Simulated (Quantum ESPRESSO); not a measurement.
pw.x input (Quantum ESPRESSO 7.5; PBE, PseudoDojo standard norm-conserving files, scalar-relativistic):

```
&CONTROL
  calculation = 'scf'
  pseudo_dir = './pseudo'
  outdir = './out'
  tprnfor = .true.
  tstress = .true.
/
&SYSTEM
  ibrav = 0
  nat = 2
  ntyp = 2
  ecutwfc = 82.3
  ecutrho = 329.2
  occupations = 'smearing'
  smearing = 'fd'
  degauss = 0.002
  nbnd = 19
  assume_isolated = '2D'
/
&ELECTRONS
  conv_thr = 2e-10
/
ATOMIC_SPECIES
Ge 72.6300 Ge.upf
Te 127.6000 Te.upf
CELL_PARAMETERS angstrom
  3.878917780642   0.000000000000   0.000000000000
 -1.939458890321   3.359241337227   0.000000000000
  0.000000000000   0.000000000000  14.400000000000
ATOMIC_POSITIONS crystal
Ge   0.333333333000   0.666666667000   0.053900972800
Te   0.000000000000   0.000000000333  -0.053900972800
K_POINTS automatic
12 12 1 0 0 0
```

End of the output:

```
     total energy              =    -388.21318129 Ry
     estimated scf accuracy    <       0.00000004 Ry
     total energy              =    -388.21318130 Ry
     estimated scf accuracy    <          2.7E-09 Ry
     total energy              =    -388.21318130 Ry
     estimated scf accuracy    <          3.5E-10 Ry
[...]
     the Fermi energy is    -4.3862 ev
!    total energy              =    -388.21318130 Ry
     estimated scf accuracy    <          9.0E-11 Ry
     smearing contrib. (-TS)   =      -0.00000000 Ry
     internal energy E=F+TS    =    -388.21318130 Ry
     The total energy is F=E-TS. E is the sum of the following terms:
     one-electron contribution =   -1352.09518121 Ry
     hartree contribution      =     676.07002003 Ry
     xc contribution           =     -92.67934867 Ry
     ewald contribution        =     380.49132854 Ry
     convergence has been achieved in  11 iterations
     Forces acting on atoms (cartesian axes, Ry/au):
     atom    1 type  1   force =     0.00000000    0.00000000    0.01033567
     atom    2 type  2   force =     0.00000000    0.00000000   -0.01033567
     Total force =     0.014617     Total SCF correction =     0.000106
```
In a gapped system the printed Fermi energy is only some level inside the gap.

Spin-orbit coupling is not included.

Geometry relaxed with PBEsol.
